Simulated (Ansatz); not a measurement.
Consider the following.

SiGe:
```xyz
8
Lattice="3.9655 0.0000 0.0000 0.0000 3.9623 0.0000 0.0000 0.0000 11.2049" Properties=species:S:1:pos:R:3 pbc="T T T"
Si     0.9914     0.0000     3.5937
Si     0.9914     1.9811     4.9309
Si     2.9741     1.9811     6.2740
Si     2.9741     0.0000     7.6112
Ge     0.9914     0.0000     9.0084
Ge     0.9914     1.9811    10.4753
Ge     2.9741     1.9811     0.7295
Ge     2.9741     0.0000     2.1965
```

This is the PBE-relaxed structure. Tensor components refer to the Cartesian frame of this cell.

Problem. All from the program Ansatz at the PBE level (PAW), unless another level is named. Estimate the hole effective mass.

Solution. 0.055, 0.25, 2.1 mₑ (principal values).

Problem. Predict the hole effective mass with spin–orbit coupling.

Solution. 0.071, 0.20, 0.22 mₑ (principal values).

Problem. What about the electron effective mass?

Solution. 0.15, 0.29, 3.3 mₑ (principal values).

Problem. Predict the conduction-band minimum.

Solution. at Z (k = 0.000, 0.000, 0.500).

Problem. Next, the weight of the conduction-edge state by species (Voronoi cells)?

Solution. Si 80 %, Ge 20 %.

Problem. Predict the valence-band maximum.

Solution. at Γ.

Space group Pmma. The start of the workflow was typed in or built on a structure type; neither database checked (COD, Materials Project) lists it. Whether it is the stable phase at ambient conditions was not checked. Symmetry was held in the PBE relaxation; its stability against distortions is not shown here. Scalar-relativistic: spin–orbit coupling is off unless named, which matters more the heavier the elements.

Potentials: the later of the program's two PAW sets.

Edges and masses are those of Kohn–Sham bands, whose gap is no quasiparticle gap.
